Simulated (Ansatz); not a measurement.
The relaxed structure here is a generated cell of Ir: the first start was made by a random draw of sites in a space group, and the end was not matched to a known phase here, so it may be hypothetical. Known forms of Ir include space group No. 225.

One starting cell of Ir (a randomly generated symmetric cell of Ir (space group No. 221)) was relaxed twice with Ansatz (plane waves, PAW, scalar-relativistic): with r2SCAN at 500 eV and with PBE at 420 eV. The r2SCAN result:

Ir has the cubic space group Pm-3m (No. 221), Pearson symbol cP3. Cell: a = 3.7047 Å, b = 3.7047 Å, c = 3.7047 Å, α = 90.00°, β = 90.00°, γ = 90.00°. Ir on 3c is surrounded by 8 Ir at 2.620 Å. (Neighbours: up to the widest gap in distance over summed covalent radii, below 1.35, at either atom.)

```json
[
 {"quantity": "space group", "r2SCAN": "Pm-3m", "PBE": "Pm-3m"},
 {"quantity": "volume (Å³/atom)", "r2SCAN": "16.95", "PBE": "…"},
 {"quantity": "a (Å)", "r2SCAN": "3.705", "PBE": "…"},
 {"quantity": "gap (eV, no spin-orbit coupling)", "r2SCAN": "0.00", "PBE": "…"}
]
```

### Question
Fill in the PBE column.

### Answer

- volume (Å³/atom), PBE: 17.33
- a (Å), PBE: 3.732
- gap (eV, no spin-orbit coupling), PBE: 0.00

Both levels end in the same structure; PBE's volume is 2.3 % larger. Neither column is exact.

No spin polarisation in the result.

The run could not lower the symmetry of its start; a shaken copy of this end point relaxes with r2SCAN to R32 (No. 155), 0.07 eV/atom lower.

Ansatz is a quantum-chemistry and plane-wave program.
